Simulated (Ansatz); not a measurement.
ZnInGaO4:
Space group R3m, hexagonal axes (No. 160); a = b = 3.310 Å, c = 25.766 Å, α = β = 90.00°, γ = 120.00°

```tsv
atom	site	symmetry	x	y	z
In	3a	3m	0.0000	0.0000	0.0031
Ga	3a	3m	0.0000	0.0000	0.7871
Zn	3a	3m	0.0000	0.0000	0.2187
O	3a	3m	0.0000	0.0000	0.8635
O	3a	3m	0.0000	0.0000	0.1210
O	3a	3m	0.0000	0.0000	0.7114
O	3a	3m	0.0000	0.0000	0.2952
```
(The calculation used a cell of 7 atoms; values per cell refer to that cell.)

Relaxed with r²SCAN.

Question: Tabulate the valence density and the electron localisation function along the shortest Ga–O contact (1.91 Å), r²SCAN in the plane-wave PAW code Ansatz.

Answer: 

```
distance from Ga (Å)  density (e/Å³)   ELF
--------------------  --------------  ----
0.19                           35.40  0.02
0.29                           21.44  0.01
0.38                           11.07  0.02
0.48                            5.14  0.04
0.57                            2.37  0.09
0.67                            1.24  0.14
0.76                            0.82  0.18
0.86                            0.69  0.23
0.96                            0.70  0.34
1.05                            0.84  0.55
1.15                            1.11  0.73
1.24                            1.57  0.81
1.34                            2.32  0.82
1.43                            3.39  0.78
1.53                            4.64  0.70
1.62                            5.83  0.56
1.72                            6.79  0.39
```

The density is the valence pseudo-density with augmentation charge, so density and ELF within about 1 Å of a nucleus are not all-electron values.

The cell was relaxed with r²SCAN under the symmetry of its start.

Potentials: the later of the program's two PAW sets.
